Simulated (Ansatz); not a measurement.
The relaxed structure here is a generated cell of Ni: the first start was made by placing the elements on the sites of a structure type, and the end was not matched to a known phase here, so it may be hypothetical. Known forms of Ni include space group No. 225.

A relaxed structure of Ni. Space group Fmmm (No. 69). All values below come from PBEsol (plane waves to 420 eV, PAW, scalar-relativistic; Ansatz, a quantum-chemistry and plane-wave program).

```cif
data_Ni8
_chemical_formula_sum 'Ni8'
_space_group_name_H-M_alt 'Fmmm'
_space_group_IT_number 69
_space_group_name_Hall '-F 2 2'
_cell_length_a 2.43412
_cell_length_b 4.11985
_cell_length_c 8.69606
_cell_angle_alpha 90.000
_cell_angle_beta 90.000
_cell_angle_gamma 90.000
loop_
_atom_site_label
_atom_site_type_symbol
_atom_site_symmetry_multiplicity
_atom_site_Wyckoff_symbol
_atom_site_fract_x
_atom_site_fract_y
_atom_site_fract_z
_atom_site_occupancy
Ni1 Ni 8 i 0.00000 0.00000 0.13178 1
```
(The calculation used a cell of 2 atoms; values per cell refer to that cell.)

For Ni, the volume per atom is 10.90 Å³ and the band gap is zero (metallic). The magnetic moment comes out as net 0.60 μB/atom, ferromagnetic, the shortest distances is Ni–Ni 2.29 Å and the k-mesh is 18×18×18.

Spin state reached: ferromagnetic (net 0.60 μB/atom), from parallel starting moments; other spin orders were not run from this start.

The run could not lose the symmetry of its start: the end is stationary, and may be a saddle point rather than a minimum.
